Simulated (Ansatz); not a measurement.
## A vibration from a frozen displacement in YS

The calculation used Ansatz 0.2.0, DFT r2SCAN, scalar-relativistic, plane waves, PAW. The runs took a 500 eV cutoff, a Γ-centred 16×16×16 mesh and Gaussian smearing (0.15 eV). No spin polarisation. Energies are free energies at this smearing, counted from the undisturbed cell; pressure is positive in compression.

The undisturbed cell (as given, not relaxed at this level; it stands at 2.2 GPa, and it needn't be the usual structure):

```yaml
crystal:
  lattice:
    - [0.00000, 2.74365, 2.74365]
    - [2.74365, 0.00000, 2.74365]
    - [2.74365, 2.74365, 0.00000]
  atoms:
    - { symbol: Y, position: [0.50000, 0.50000, 0.50000] }
    - { symbol: S, position: [0.00000, 0.00000, 0.00000] }
```

Every Y atom is moved by x along the Cartesian unit vector (0.000, 0.000, -1.000); the cell and all other atoms stay fixed. The cell's volume is 41.31 Å³; the moved atoms weigh 88.906 u together and the others 32.060 u. Some rows repeat others by symmetry and weren't run.

```
  x (Å)  ΔE (meV/cell) total force on the moved atoms along the move (eV/Å) pressure (GPa)
-0.3000         385.99                                                2.7876          6.5188
-0.2625         289.86                                                2.3469          5.4693
-0.2250         209.46                                                1.9470          4.5795
-0.1875         143.45                                                1.5782          3.8396
-0.1500          90.78                                                1.2343          3.2428
-0.1125          50.63                                                0.9100          2.7829
-0.0750          22.36                                                0.5993          2.4565
-0.0375           5.57                                                0.2974          2.2616
 0.0000           0.00                                                0.0000          2.1967
 0.0375           5.57                                               -0.2974          2.2616
 0.0750          22.36                                               -0.5993          2.4565
 0.1125          50.63                                               -0.9100          2.7829
 0.1500          90.78                                               -1.2343          3.2428
 0.1875         143.45                                               -1.5782          3.8396
 0.2250         209.46                                               -1.9470          4.5795
 0.2625         289.86                                               -2.3469          5.4693
 0.3000         385.99                                               -2.7876          6.5188
```

Question: What frequency belongs to this motion?

Answer: The force constant is k = −dF/dx = 7.931 eV/Å², from the parabola through x = -0.0375, 0 and 0.0375. In every cell the moved atoms swing against the rest, so the mass is μ = m₁m₂/(m₁ + m₂) = 23.563 u, and ν̃ = 521.5 cm⁻¹ × √(|k|/μ) = 303 cm⁻¹, at this cell's pressure of 2.2 GPa. To first order in x, and within 1 %, the force on every atom lies along the move and, within each of the two groups, in proportion to the atom's mass, so this is itself a mode at the zone centre of this cell.

Question: How far does the harmonic law reach?

Answer: At x = -0.300 Å, kx²/2 = 356.88 meV against the computed 385.99 meV (+8.2 %): the well stiffens in this direction at large amplitude.

Question: The pressure changes with x². What does that say about the frequency under compression?

Answer: With E = k(V)x²/2, k ∝ V^(−2γ) and x scaling with the cell as V^(1/3), P − P0 = −∂E/∂V = (2γ − 2/3) ΔE/V. At x = 0.0750 Å, V(P − P0) = 41.31 × 0.25979 / 160.2 eV = 66.98 meV and ΔE = 22.36 meV, so γ = 1/3 + V(P − P0)/(2ΔE) = 1.83. This is the Grüneisen parameter of the motion under uniform scaling of the cell: shrinking the cell evenly by 1 % in volume raises the frequency by about 1.83 %.

In a metal these slopes depend on the k mesh and the smearing.